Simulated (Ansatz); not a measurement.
# Calculated 49Ti nuclear quadrupole resonance for TiO2

Cell: an entry of the Crystallography Open Database (COD), ions relaxed with PBE at fixed cell.

Space group P4_2/mnm (No. 136); a = 4.5922, c = 2.9574 Å.

```csv
site,Wyckoff,site symmetry,x,y,z
Ti,2a,m.mm,0.0000,0.0000,0.0000
O,4f,m.2m,0.3042,0.3042,0.0000
```

One atom of each set is listed.

Computed with Ansatz: DFT, PBE, plane waves and PAW (field gradients read without the response of the frozen cores, which leaves them typically 4 to 6 % off), scalar-relativistic, 420 eV cutoff, Γ-centred 4×4×6 k-points, Fermi–Dirac smearing 0.02 eV.

49Ti: I = 7/2, Q = 247.0 mb (year-2017 value). Static lattice, zero field.

(1) The simulated lines lie at 0.938, 1.81, 2.73 MHz. What are |C_Q|, η and |V_zz| at Ti?

Answers

(1) For I = 7/2 and η = 0 the lines are |C_Q|/14 times 1, 2 and 3; η shifts the lowest up most. Here |C_Q| = 12.7 MHz, η = 0.09 and |V_zz| = 2.13 × 10²¹ V/m². The calculation gives V_zz negative; the lines don't show the sign. The site has 6 O at 1.95–1.98 Å.

At this cell the PBE pressure is 5 GPa, so with PBE the cell would grow if it were relaxed.

The relaxation (3 steps) took 7 s of wall time (6.9 s of CPU time) and 0.42 GiB at its peak, on 1 thread of AMD EPYC 7R43 64-Core Processor (Zen 3) (x86_64; 8 cores open to the job, memory cap 3.0 GiB, no GPU), a shared host with a load of 0.6 a core.
